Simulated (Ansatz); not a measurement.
Pd (fcc (Cu type), Fm-3m) at seven volumes, plane-wave PAW r²SCAN+D4 (Ansatz code), scaled uniformly. One row is withheld.

| V (Å³/atom) | P (GPa) |
|---|---|
| 13.458 | 23.42 |
| 13.902 | 14.06 |
| 14.346 | 6.35 |
| 14.789 | 0.00 |
| 15.233 | ? |
| 15.677 | -9.51 |
| 16.120 | -13.00 |

Q: Fit the shown pressures and predict the withheld one.

A: P = (3/2)B₀(x^(7/2) − x^(5/2))[1 + (3/4)(B′ − 4)(x − 1)] with x = (V₀/V)^(2/3). Least squares on the six rows gives V₀ = 14.790 Å³/atom, B₀ = 191 GPa, B′ = 5.51. At V = 15.233, x = 0.9805 and P = -5.20 GPa. The run itself gave -5.23 GPa.

The cell was relaxed with r²SCAN+D4 under the symmetry of its start. The run is not spin-polarised. The pairwise dispersion correction was not fitted to metals.

Potentials: the later of the program's two PAW sets.
